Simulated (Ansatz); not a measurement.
NaF:
```
CELL_PARAMETERS angstrom
      3.86838     0.00000     0.00000
     -1.93419     3.35012     0.00000
      0.00000     0.00000     4.55243
ATOMIC_POSITIONS crystal
  Na 0.33333 0.66667 0.75000
  F  0.66667 0.33333 0.75000
  Na 0.66667 0.33333 0.25000
  F  0.33333 0.66667 0.25000
```

Relaxed with r²SCAN.

Q: Map the valence electron density (e/Å³), cut off at 3 on the plane through (0.333, 0.667, 0.750) spanned by u = [1, 1, 0] and v = [1, -1, 0] in lattice vectors, from r²SCAN in the plane-wave PAW code Ansatz.

A: x is the fraction of u, y of v (the angle between them is 90°; rows are the nearest grid lines); atoms in the plane: Na at (0.00, 0.00), Na at (0.50, 0.50), F at (0.00, 0.33), F at (0.50, 0.83).
```
y \ x   0.000  0.105  0.158  0.263  0.368  0.474  0.526  0.632  0.737  0.842  0.895   1.00
------  -----  -----  -----  -----  -----  -----  -----  -----  -----  -----  -----  -----
1.00     3.00   3.00   1.93  0.099  0.093  0.142  0.142  0.093  0.099   1.93   3.00   3.00
0.912    2.33  0.675  0.255  0.216  0.997   2.98   2.98  0.997  0.216  0.255  0.675   2.33
0.853   0.096  0.070  0.081  0.369   3.00   3.00   3.00   3.00  0.369  0.081  0.070  0.096
0.765   0.010  0.021  0.043  0.220   1.26   3.00   3.00   1.26  0.220  0.043  0.021  0.010
0.706   0.007  0.012  0.021  0.080  0.262  0.519  0.519  0.262  0.080  0.021  0.012  0.007
0.618   0.008  0.009  0.011  0.031  0.146  0.358  0.358  0.146  0.031  0.011  0.009  0.008
0.529   0.062  0.049  0.041  0.137   3.00   3.00   3.00   3.00  0.137  0.041  0.049  0.062
0.471   0.370  0.245  0.162  0.166   3.00   3.00   3.00   3.00  0.166  0.162  0.245  0.370
0.382    3.00   3.00   1.22  0.200  0.153  0.341  0.341  0.153  0.200   1.22   3.00   3.00
0.294    3.00   3.00   1.42  0.196  0.038  0.016  0.016  0.038  0.196   1.42   3.00   3.00
0.235    1.50  0.800  0.418  0.095  0.022  0.009  0.009  0.022  0.095  0.418  0.800   1.50
0.147   0.165  0.106  0.069  0.024  0.009  0.006  0.006  0.009  0.024  0.069  0.106  0.165
0.0882   2.32  0.673  0.234  0.031  0.013  0.014  0.014  0.013  0.031  0.234  0.673   2.32
0.000    3.00   3.00   1.93  0.099  0.093  0.142  0.142  0.093  0.099   1.93   3.00   3.00
```

The density is the valence pseudo-density with augmentation charge, so density and ELF within about 1 Å of a nucleus are not all-electron values.

Space group P6_3/mmc. The start of the workflow was typed in or built on a structure type; neither database checked (COD, Materials Project) lists it. It is not the phase usual at ambient conditions (space group No. 225). The r²SCAN relaxation kept the symmetry of its start; its stability against distortions is not shown here.

Potentials: the later of the program's two PAW sets.
